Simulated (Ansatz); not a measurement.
GaP:
```yaml
crystal:
  lattice:
    - [1.92093, 1.10905, 6.37184]
    - [-1.92093, 1.10905, 6.37184]
    - [0.00000, -2.21810, 6.37184]
  atoms:
    - { symbol: Ga, position: [0.43576, 0.43576, 0.43576] }
    - { symbol: Ga, position: [0.56424, 0.56424, 0.56424] }
    - { symbol: P, position: [0.05768, 0.05768, 0.05768] }
    - { symbol: P, position: [0.94232, 0.94232, 0.94232] }
```

Relaxed with r²SCAN.

Question: Map the valence electron density (e/Å³), cut off at 0.6 on the plane through (0.436, 0.436, 0.436) spanned by u = [1, 0, 0] and v = [-1, 1, 1] in lattice vectors, from DFT-r²SCAN in the program Ansatz with PAW potentials.

Answer: x is the fraction of u, y of v (the angle between them is 54°; rows are the nearest grid lines); atoms in the plane: Ga at (0.00, 0.00), Ga at (0.26, 0.13), P at (0.24, 0.62), P at (0.01, 0.51).
```
y \ x   0.000  0.0882  0.176  0.265  0.353  0.441  0.559  0.647  0.735  0.824  0.912   1.00
------  -----  ------  -----  -----  -----  -----  -----  -----  -----  -----  -----  -----
1.00    0.600   0.600  0.372  0.409  0.600  0.269  0.078  0.033  0.045  0.167  0.600  0.600
0.923   0.600   0.600  0.375  0.156  0.123  0.107  0.066  0.035  0.023  0.051  0.230  0.600
0.846   0.269   0.536  0.348  0.117  0.049  0.035  0.035  0.032  0.024  0.025  0.073  0.269
0.769   0.191   0.570  0.600  0.256  0.059  0.021  0.021  0.034  0.051  0.058  0.068  0.191
0.692   0.251   0.567  0.567  0.600  0.224  0.045  0.021  0.040  0.107  0.211  0.226  0.251
0.615   0.600   0.600  0.554  0.050  0.600  0.163  0.031  0.036  0.111  0.407  0.600  0.600
0.538   0.104   0.600  0.600  0.581  0.600  0.355  0.055  0.030  0.057  0.266  0.600  0.104
0.462   0.372   0.407  0.545  0.327  0.358  0.276  0.073  0.029  0.026  0.079  0.397  0.372
0.385   0.436   0.600  0.542  0.173  0.091  0.090  0.054  0.028  0.018  0.026  0.099  0.436
0.308   0.149   0.422  0.488  0.204  0.055  0.028  0.031  0.031  0.027  0.027  0.047  0.149
0.231   0.140   0.414  0.600  0.596  0.125  0.032  0.025  0.043  0.063  0.074  0.086  0.140
0.154   0.265   0.392  0.600  0.600  0.600  0.101  0.028  0.048  0.112  0.226  0.328  0.265
0.0769  0.600   0.468  0.600  0.600  0.600  0.261  0.050  0.037  0.097  0.346  0.600  0.600
0.000   0.600   0.600  0.372  0.409  0.600  0.269  0.078  0.033  0.045  0.167  0.600  0.600
```

The density is the valence pseudo-density with augmentation charge, so density and ELF within about 1 Å of a nucleus are not all-electron values.

Space group R-3m. The workflow started from a Materials Project entry (that database holds measured and hypothetical structures alike); the Crystallography Open Database copy checked does not list it. It is not the phase usual at ambient conditions (space group No. 216). The cell was relaxed with r²SCAN under the symmetry of its start; its stability against distortions is not shown here. Spin–orbit coupling is left out wherever it is not named.

Potentials: the later of the program's two PAW sets.
